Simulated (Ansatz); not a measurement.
Relaxed-ion elastic tensor of Rb (bcc (W type), Im-3m) in GPa (Voigt order), DFT-LDA in the program Ansatz with PAW potentials; density 1.83 g/cm³, 77.46 Å³ per atom.

|  | 1 | 2 | 3 | 4 | 5 | 6 |
|---|---|---|---|---|---|---|
| 1 | 3.9 | 3.4 | 3.4 | 0.0 | 0.0 | 0.0 |
| 2 | 3.4 | 3.9 | 3.4 | 0.0 | 0.0 | 0.0 |
| 3 | 3.4 | 3.4 | 3.9 | 0.0 | 0.0 | 0.0 |
| 4 | 0.0 | 0.0 | 0.0 | 2.4 | 0.0 | 0.0 |
| 5 | 0.0 | 0.0 | 0.0 | 0.0 | 2.4 | 0.0 |
| 6 | 0.0 | 0.0 | 0.0 | 0.0 | 0.0 | 2.4 |

Is the crystal mechanically stable?

Yes: the smallest eigenvalue of C is 0.5 GPa.

Work out the Voigt, Reuss and Hill averages.

K_V = 3.6, K_R = 3.6, K_H = 3.6; G_V = 1.5, G_R = 0.5, G_H = 1.0 GPa.

Give Young's modulus, Poisson's ratio, Pugh's ratio and the universal anisotropy index.

E = 9KG/(3K + G) = 2.8 GPa; ν = 0.37; K/G = 3.51 (ductile by the Pugh limit of 1.75); A_U = 5G_V/G_R + K_V/K_R − 6 = 9.60.

Estimate the sound speeds and the Debye temperature.

v_l = √((K + 4G/3)/ρ) = 1640 m/s, v_t = √(G/ρ) = 745 m/s, mean 840 m/s; Θ = (h/k)(3n/4πV)^(1/3) v_m = 58.6 K.

Give the Zener ratio and Young's modulus along [100], [110] and [111].

A = 2C44/(C11 − C12) = 9.90; 1/E = S11 − 2(S11 − S12 − S44/2)Γ with Γ = 0, 1/4, 1/3 gives 0.7, 2.1, 5.8 GPa.

Symmetry was held in the LDA relaxation. As this level gives no gap, shear constants depend on the k-mesh and smearing (Fermi–Dirac, 0.1 eV here).

Potentials: the later of the program's two PAW sets.
